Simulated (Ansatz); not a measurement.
Input and command of a calculation in Ansatz (plane waves; scalar-relativistic PAW potentials unless the input names others):

```yaml
crystal:
  lattice:
    - [6.6300342967, 0.0, 0.0]
    - [0.0, 6.6300342967, 0.0]
    - [0.0, 0.0, 3.3123213826]
  atoms:
    - { symbol: Si, position: [0.1262340845, 0.6262340845, 0.0] }
    - { symbol: Si, position: [0.8577681073, 0.3577681073, 0.0] }
    - { symbol: Si, position: [0.6262340845, 0.8577681073, 0.0] }
    - { symbol: Si, position: [0.3577681073, 0.1262340845, 0.0] }
    - { symbol: W, position: [0.5, 0.5, 0.0] }
    - { symbol: W, position: [0.0, 0.0, 0.0] }
    - { symbol: W, position: [0.6595119696, 0.1595119696, 0.5] }
    - { symbol: W, position: [0.3404880304, 0.8404880304, 0.5] }
    - { symbol: W, position: [0.1595119696, 0.3404880304, 0.5] }
    - { symbol: W, position: [0.8404880304, 0.6595119696, 0.5] }
basis:
  ecutwfc: 420
kpoints:
  mp_grid: { grid: [5, 5, 10] }
hamiltonian:
  xc: pbe
scf:
  occupations: { method: gaussian, width: 0.15 }
output:
  forces: true
  eigenvalues: true
  stress: true
```

```bash
ansatz run input.yaml --threads 2 --pin off --max-ram 5120MiB --backend cpu --events-out ev --progress --plain --runs-dir out
```

Abridged log:
```
Pseudopotentials: kind: paw
Pseudopotential: Si, paw, valence charge 4, recommended cutoff 420 eV (normal)
Pseudopotential: W, paw, valence charge 14, recommended cutoff 420 eV (normal)
Functional definition: PBE
Crystal: 10 atoms, lattice volume = 145.601 Å³
Basis set: ecut = 420 eV, 2875 PW (Γ), exchange–correlation on 90×90×48 points (8 copies of the dense FFT grid, shifted against one another)
Bands: 60, of which v1, the nominal top of the filled ones, is band 50 counted from 1 (49 counted from 0)
Symmetry: 4 space group operations
Space group: Amm2 (ITA 38), of the structure as read, at distance tolerance 5.3e-5 Å
k-points: 54 of 250 (time reversal used)
Initial density: superposition of atomic densities (neutral atoms: chi_scale 0, normalization atom), corrected by the library's trained network
Initial wavefunctions: pseudopotential atomic-orbital guess
Functional: x = pbe(κ = 0.804, μ = 0.21951497), c = pbe(β = 0.06672455)
SCF iter   1: F=—  HF=-64851.957546 eV  |F-HF|=—  |Δ(HF+E_count)|=         —  Δρ=8.28e-3  dr2=1.11e-1  ethr=1.77e-3  ⟨swp⟩=6.1  Hψ=12658  notcnv=0
SCF iter   2: F=—  HF=-64851.940693 eV  |F-HF|=—  |Δ(HF+E_count)|=   1.69e-2  Δρ=4.47e-3  dr2=2.94e-2  ethr=1.11e-4  ⟨swp⟩=1.1  Hψ=3730  notcnv=0  defer=1
SCF iter   3: F=—  HF=-64851.935721 eV  |F-HF|=—  |Δ(HF+E_count)|=   4.97e-3  Δρ=5.83e-4  dr2=5.67e-4  ethr=2.94e-5  ⟨swp⟩=2.0  Hψ=3954  notcnv=0  defer=1
SCF iter   4: F=—  HF=-64851.935697 eV  |F-HF|=—  |Δ(HF+E_count)|=   2.35e-5  Δρ=1.74e-4  dr2=6.77e-5  ethr=5.67e-7  ⟨swp⟩=2.0  Hψ=4425  notcnv=0  defer=1
SCF iter   5: F=—  HF=-64851.935668 eV  |F-HF|=—  |Δ(HF+E_count)|=   2.94e-5  Δρ=3.43e-5  dr2=2.71e-6  ethr=6.77e-8  ⟨swp⟩=2.0  Hψ=4451  notcnv=0  defer=1
SCF iter   6: F=—  HF=-64851.935667 eV  |F-HF|=—  |Δ(HF+E_count)|=   6.14e-7  Δρ=7.52e-6  dr2=1.07e-7  ethr=2.71e-9  ⟨swp⟩=2.0  Hψ=4519  notcnv=0  defer=1
SCF iter   7: F=-64851.935667 eV  HF=-64851.935667 eV  |F-HF|=1.16e-9  |Δ(HF+E_count)|=   1.91e-8  Δρ=1.13e-6  dr2=2.28e-9  ethr=1.00e-10  ⟨swp⟩=9.7  Hψ=12148  notcnv=0
SCF 1 converged in 7 iterations: F = -64851.935667 eV  dr2 = 2.28e-9
SCF converged after 7 iterations
Free energy (F): -64851.935667 eV
Harris-Foulkes:  -64851.935667 eV  (|F-HF|=1.16e-9)
Internal energy: -64851.881054 eV  (E = F + TS)
E sigma→0 (E₀):  -64851.908361 eV
Entropy (-TS):   -0.054614 eV (-5.461 meV/atom)
Fermi energy:    19.275871 eV
--- Forces (eV/Å), atoms counted from 1 ---
  atom   1  Si     0.56583755     0.56583755     0.00000000
  atom   2  Si     0.60365864     0.60365864     0.00000000
  atom   3  Si     0.72156503     0.71470978     0.00000000
  atom   4  Si     0.71470978     0.72156503     0.00000000
  atom   5  W     -0.51878573    -0.61929336     0.00000000
  atom   6  W     -0.61929336    -0.51878573     0.00000000
  atom   7  W     -0.59441460    -0.59441460     0.00000000
  atom   8  W     -0.61703593    -0.61703593     0.00000000
  atom   9  W     -0.09555380    -0.16068647     0.00000000
  atom  10  W     -0.16068647    -0.09555380     0.00000000
--- Stress (GPa, compression-positive) ---
        0.390326       0.028183       0.000000
        0.028183       0.390326       0.000000
        0.000000       0.000000       0.594055
  P = ⅓ Tr σ = 0.4582 GPa (4.582 kbar)
```

Apart from outputs and empty bands, the input differs from a reference run on usual settings in kpoints.mp_grid.grid: [6, 6, 12] → [5, 5, 10]. The reference, at the same geometry (not necessarily relaxed), gave pressure 0.47 GPa, largest force 1.013 eV/Å, no gap on the mesh. This run converged in 7 SCF iterations (reference: 7) with an energy at zero smearing 1.79 meV/atom below the reference's, pressure 0.46 GPa, largest force 1.016 eV/Å, no gap on the mesh. Its k mesh is looser than usual, and the result moved.

Time: 37 s on 2 threads of Intel(R) Xeon(R) Processor @ 2.50GHz (Skylake/Cascade Lake), on a shared host, peak memory 0.63 GiB.